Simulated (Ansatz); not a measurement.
Is this Y3F2 structure a true minimum?

The structure comes from a proposed guess, relaxed at this level; another structure or a mixture of phases may lie lower.

Theory: DFT PBE, scalar-relativistic, plane waves, PAW in Ansatz. Plane waves to 420 eV, a k mesh through Γ of 12×12×12 on the computed 5-atom cell and Gaussian smearing (0.10 eV); no spin polarisation.

The cell below (5 atoms, space group I4/mmm (No. 139)) is relaxed within its symmetry.

```xyz
5
Lattice="-1.8326 1.8326 8.4387 1.8326 -1.8326 8.4387 1.8326 1.8326 -8.4387" Properties=species:S:1:pos:R:3 pbc="T T T"
Y     0.0000    0.0000    5.7884
Y     0.0000    0.0000   11.0891
Y     0.0000    0.0000    0.0000
F     1.8326    0.0000    4.2194
F     0.0000    1.8326    4.2194
```

For the test a repeat of it with 10 atoms (edges 5.18, 5.18, 8.83 Å) was strained at random (σ = 1.5 % a component), the atoms were moved at random (σ = 0.05 Å), and all was relaxed again on a coarse 4×4×4 mesh (in the run’s order of axes) with 0.20 eV smearing, with no symmetry imposed.

An odd number of electrons in the primitive cell allows no gap without spin; a larger cell or a magnetic state could open one.

Problem. What happens?

Solution. It returns, within 1 meV/atom of the unmoved cell on that mesh and with the same symmetry when read at 0.1 Å (Immm at 0.01 Å, so small strains and shifts remain). No instability shows in this cell; modes of other wave vectors, which need another repeat, aren't tested.
